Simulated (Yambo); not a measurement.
Yambo run on NH4Br (space group P-43m, No. 215). The wavefunctions come from this Quantum ESPRESSO step (LDA, PseudoDojo standard norm-conserving files, scalar-relativistic):

```
&CONTROL
  calculation = 'nscf'
  pseudo_dir = './pseudo'
  outdir = './out'
/
&SYSTEM
  ibrav = 0
  nat = 6
  ntyp = 3
  ecutwfc = 84.0
  ecutrho = 336.0
  occupations = 'fixed'
  force_symmorphic = .true.
  nbnd = 143
/
&ELECTRONS
  conv_thr = 6.000000000000001e-09
  diago_full_acc = .true.
  diago_thr_init = 1e-08
/
ATOMIC_SPECIES
H 1.0080 H.upf
N 14.0070 N.upf
Br 79.9040 Br.upf
CELL_PARAMETERS angstrom
  4.000100000000   0.000000000000   0.000000000000
  0.000000000000   4.000100000000   0.000000000000
  0.000000000000   0.000000000000   4.000100000000
ATOMIC_POSITIONS crystal
H   0.149210000000   0.149210000000   0.850790000000
H   0.149210000000   0.850790000000   0.149210000000
H   0.850790000000   0.850790000000   0.850790000000
H   0.850790000000   0.149210000000   0.149210000000
N   0.000000000000   0.000000000000   0.000000000000
Br   0.500000000000   0.500000000000   0.500000000000
K_POINTS automatic
4 4 4 0 0 0
```

Yambo input:

```
rim_cut
gw0
dyson
el_el_corr
HF_and_locXC
ppa
em1d
RandQpts= 1000000
RandGvec= 1 Ry
EXXRLvcs= 84 Ry
VXCRLvcs= 336 Ry
Chimod= "HARTREE"
% BndsRnXp
 1 | 141 |
%
NGsBlkXp= 10 Ry
% LongDrXp
 1.0 | 1.0 | 1.0 |
%
PPAPntXp= 27.2114 eV
% GbndRnge
 1 | 141 |
%
GTermKind= "BG"
DysSolver= "n"
ExtendOut
% QPkrange
 1 | 1 | 8 | 9 |
 6 | 6 | 8 | 9 |
%
```

k points by index: 1 = Γ, 6 = M.

Table of the .qp output:

```
#    K-point    Band    Eo [eV]    E [eV]    E-Eo [eV]    Vxc [eV]    Vnlxc [eV]    Sc|Eo [eV]    Sc|E [eV]    dSc/dw|Eo [eV]    Re(Z)    Im(Z)
#
    1    8    -0.079208    -1.702782    -1.623574    -13.02157    -16.71423    1.700335    2.069085    -6.179911    0.814923    -0.001246
    1    9    3.938939    4.913702    0.974763    -9.595551    -5.123850    -3.324919    -3.496938    -4.801583    0.850010    -0.001007
    6    8    0.000000    -1.637204    -1.637204    -12.86805    -16.56342    1.685882    2.058160    -6.187091    0.814747    -0.001248
    6    9    5.426900    6.452369    1.025469    -9.046154    -4.448800    -3.392863    -3.571885    -4.749985    0.851382    -0.001012
```
(The two width columns are left out.) Convergence of these settings isn't established.

Spin-orbit coupling is not included.

Geometry of the Materials Project entry, not relaxed at this level.
